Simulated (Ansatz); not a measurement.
SnSeS:
```cif
data_SSeSn
_chemical_formula_sum 'Sn1 Se1 S1'
_space_group_name_H-M_alt 'P3m1'
_space_group_IT_number 156
_space_group_name_Hall 'P 3 -2"'
_cell_length_a 3.74628
_cell_length_b 3.74628
_cell_length_c 6.14536
_cell_angle_alpha 90.000
_cell_angle_beta 90.000
_cell_angle_gamma 120.000
loop_
_atom_site_label
_atom_site_type_symbol
_atom_site_symmetry_multiplicity
_atom_site_Wyckoff_symbol
_atom_site_fract_x
_atom_site_fract_y
_atom_site_fract_z
_atom_site_occupancy
Sn1 Sn 1 b 0.33333 0.66667 0.00780 1
Se1 Se 1 a 0.00000 0.00000 0.74912 1
S1 S 1 c 0.66667 0.33333 0.24308 1
```

Relaxed at zero pressure with the program Ansatz at the r²SCAN+D4 level (PAW).

The volume is lowered by 6 % and shape and atoms relax at that volume. What pressure results, and how do the axes share the change?

2.0 GPa; a -0.7 %, b -0.7 %, c -4.6 %; the energy rises by 8 meV/atom.

Give the new structure.


Space group P3m1 (No. 156); a = 3.7191 Å, b = 3.7191 Å, c = 5.8613 Å, α = 90.00°, β = 90.00°, γ = 120.00°

| atom | site | symmetry | x | y | z |
|---|---|---|---|---|---|
| Sn | 1b | 3m. | 0.3333 | 0.6667 | 0.0081 |
| Se | 1a | 3m. | 0.0000 | 0.0000 | 0.7372 |
| S | 1c | 3m. | 0.6667 | 0.3333 | 0.2547 |

The phase is kept; no other phase was compared at this pressure.

The first step of the workflow began from a Materials Project structure, measured or hypothetical; the Crystallography Open Database copy checked does not list it. With Se and S taken as one species the cell has the higher symmetry P-3m1, so it may be an ordered model of a mixed-site phase. Whether it is the stable phase at ambient conditions was not checked. The cell was relaxed with r²SCAN+D4 under the symmetry of its start; whether a distortion lowers the energy is not shown. Spin–orbit coupling is left out wherever it is not named.

Potentials: the later of the program's two PAW sets.
